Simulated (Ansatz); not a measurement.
A distorted cell of GaCuSe2 (chalcopyrite):

```yaml
crystal:
  lattice:
    - [-2.70938, 2.70938, 5.37994]
    - [2.70938, -2.70938, 5.37994]
    - [2.70938, 2.70938, -5.37994]
  atoms:
    - { symbol: Cu, position: [0.75000, 0.25000, 0.50000] }
    - { symbol: Cu, position: [0.00000, 0.00000, 0.00000] }
    - { symbol: Ga, position: [0.25000, 0.75000, 0.50000] }
    - { symbol: Ga, position: [0.50000, 0.50000, 0.00000] }
    - { symbol: Se, position: [0.11674, 0.12500, 0.49174] }
    - { symbol: Se, position: [0.63326, 0.62500, 0.50826] }
    - { symbol: Se, position: [0.37500, 0.88326, 0.00826] }
    - { symbol: Se, position: [0.87500, 0.36674, 0.99174] }
```

Method: PBE (plane waves to 420 eV, PAW, scalar-relativistic; Ansatz, a quantum-chemistry and plane-wave program). k mesh 8×8×8 (Γ-centred), Fermi-Dirac smearing 0.05 eV. E stands for the smeared free energy. Compression counts positive. At this level the bands of GaCuSe2 touch or barely overlap; measurements give the solid a gap. GaCuSe2 is run without spin polarisation. GaCuSe2 was relaxed with its symmetry unable to fall.

Problem. What is the stress tensor (GPa)?

Solution. 
```
   11.5      0.0      0.0
    0.0     11.5      0.0
    0.0      0.0     11.5
```
The pressure, a third of the trace, is 11.5 GPa.

Problem. It is the relaxed cell scaled evenly to V/V₀ = 0.872, atoms relaxed where free. What is its energy relative to the relaxed cell?

Solution. 91 meV/atom.

(A scan under strain: stresses follow from slopes of the energy per volume, elastic moduli from its curvatures.)
